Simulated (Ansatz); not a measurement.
Input:

TiSi2:
```
TiSi2
1.0
    1.76364    -6.76098     0.00000
    1.76364     6.76098     0.00000
    0.00000     0.00000     3.56556
Ti Si
2 4
Direct
  0.89681   0.10319   0.75000
  0.10319   0.89681   0.25000
  0.55831   0.44169   0.75000
  0.44169   0.55831   0.25000
  0.24976   0.75024   0.75000
  0.75024   0.24976   0.25000
```

This is the r²SCAN-relaxed structure.

Q: All from r²SCAN (plane waves, PAW; program Ansatz), unless another level is named. Give the electronic character.

A: metallic (no gap).

Q: Next, the density of states at the Fermi level?

A: 0.22 states/eV per atom (mean over ±0.08 eV).

Q: Predict the formation energy from the elements (no fitted shifts).

A: -0.54 eV/atom.

Space group Cmcm. The cell was relaxed with r²SCAN under the symmetry of its start. The run is not spin-polarised. The references are the lowest solids computed at this level, not always the standard phases.

Potentials: the earlier of the program's two PAW sets.
